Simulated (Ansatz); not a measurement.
According to PBEsol in the plane-wave PAW code Ansatz, Mg$_{3}$SnO in the anti-perovskite structure (Pm-3m) relaxes to a = 4.348 Å. Sn has 12 nearest neighbours from 3.07 Å (cuboctahedral); O has 6 nearest neighbours from 2.17 Å (octahedral). Its formation energy from the elements is -1.07 eV/atom, with no fitted shifts.

Electronic character: metallic (no gap). Gap from PBEsol with spin–orbit coupling: none (metallic).

An equation-of-state fit gives a bulk modulus of 73.6 GPa. The relaxed-ion elastic constants in GPa are C11 = 126, C12 = 47.7, C44 = 52.9. The elastic constants imply a Debye temperature near 434 K. The highest mode at Γ lies at 318 cm⁻¹.

The start of the workflow was typed in or built on a structure type; neither database checked (COD, Materials Project) lists it. Whether it is the stable phase at ambient conditions was not checked. The cell was relaxed with PBEsol under the symmetry of its start; whether a distortion lowers the energy is not shown. As this level gives no gap, shear constants depend on the k-mesh and smearing (Fermi–Dirac, 0.1 eV here). As this level gives no gap, phonon frequencies hold no LO–TO term and depend on the k-mesh and smearing (Fermi–Dirac, 0.1 eV here). The references are the lowest solids computed at this level, not always the standard phases (solids in place of the gases). Spin–orbit coupling is left out wherever it is not named.

Potentials: the later of the program's two PAW sets.
